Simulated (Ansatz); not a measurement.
# Ge, first-principles data

Ge:
```
CELL_PARAMETERS angstrom
      3.99575     0.00000     0.00000
     -1.99788     3.46042     0.00000
      0.00000     0.00000     6.59877
ATOMIC_POSITIONS crystal
  Ge 0.66667 0.33333 0.06295
  Ge 0.33333 0.66667 0.93705
  Ge 0.33333 0.66667 0.56295
  Ge 0.66667 0.33333 0.43705
```

Space group P6_3/mmc (No. 194); conventional cell a = b = 3.996 Å, c = 6.599 Å, α = β = 90.00°, γ = 120.00°.

Method: DFT-r²SCAN in the program Ansatz with PAW potentials. The cell and atoms are relaxed at this level. Other levels are named where they apply.

**Cell and energy**

| Quantity | Value |
|---|---|
| Volume per atom | 22.81 Å³ |
| Density | 5.29 g/cm³ |

**Electronic structure**

| Quantity | Result |
|---|---|
| Band gap | 0.09 eV (direct) |
| Valence-band maximum | at Γ |
| Conduction-band minimum | at Γ |
| HSE06 gap on the r²SCAN cell | 0.39 eV |
| Gap with spin–orbit coupling | none (metallic) |

**Mechanics**

| Property | Value |
|---|---|
| Bulk modulus (Birch–Murnaghan fit) | 70.4 GPa |
| Pressure derivative B′ | 5.0 |
| Elastic constants (relaxed ions, GPa) | C11 = 155, C12 = 37.6, C13 = 20.6, C33 = 177, C44 = 44.6 |
| Mechanical stability | stable (all eigenvalues of C positive) |
| Hill bulk and shear moduli | 71.6 and 55.7 GPa |
| Young's modulus | 133 GPa |
| Poisson's ratio | 0.19 |
| Debye temperature from the elastic constants | 376 K |

**Phonons**

| Property | Value |
|---|---|
| Highest zone-centre frequency | 297 cm^-1 |
| Zone-centre stability | no imaginary mode at Γ |

The workflow started from a Materials Project entry (that database holds measured and hypothetical structures alike); the Crystallography Open Database copy checked does not list it. It is not the phase usual at ambient conditions (space group No. 227). Symmetry was held in the r²SCAN relaxation. Spin–orbit coupling is left out wherever it is not named.

Potentials: the later of the program's two PAW sets.
